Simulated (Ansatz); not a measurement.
Relaxed-ion elastic tensor of SiO₂ in space group Cmce (No. 64; Si on 4a, O on 8f) in GPa (Voigt order), DFT-r²SCAN in the program Ansatz with PAW potentials; density 3.31 g/cm³, 10.04 Å³ per atom.

```
 510   114   5.5   0.0   0.0   0.0
 114   512   1.1   0.0   0.0   0.0
 5.5   1.1  15.4   0.0   0.0   0.0
 0.0   0.0   0.0  -2.3   0.0   0.0
 0.0   0.0   0.0   0.0   7.2   0.0
 0.0   0.0   0.0   0.0   0.0   198
```

Is the crystal mechanically stable?

No: the smallest eigenvalue of C is -2.3 GPa.

The cell is a constructed one: a structure type filled with these elements; the Crystallography Open Database copy checked does not list it. It is not the phase usual at ambient conditions (space group No. 92, 152, 154). Symmetry was held in the r²SCAN relaxation. At this level the phase is mechanically unstable. The volume moved by 35 % from the start of the relaxation.

Potentials: the later of the program's two PAW sets.
